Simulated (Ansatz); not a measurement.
According to PBEsol in the plane-wave PAW code Ansatz, Mg in the diamond structure (Fd-3m) relaxes to a = 6.769 Å. Mg has 4 nearest neighbours from 2.93 Å (tetrahedral).

Electronic character: metallic (no gap).

The bulk modulus is 12.1 GPa. The relaxed-ion elastic constants in GPa are C11 = 4.3, C12 = 16.1, C44 = -14.0. The highest mode at Γ lies at 203 cm⁻¹.

The start of the workflow was typed in or built on a structure type; neither database checked (COD, Materials Project) lists it. It is not the phase usual at ambient conditions (space group No. 194). The PBEsol relaxation kept the symmetry of its start. At this level the phase is mechanically unstable. As this level gives no gap, shear constants depend on the k-mesh and smearing (Fermi–Dirac, 0.1 eV here). As this level gives no gap, phonon frequencies hold no LO–TO term and depend on the k-mesh and smearing (Fermi–Dirac, 0.1 eV here).

Potentials: the later of the program's two PAW sets.
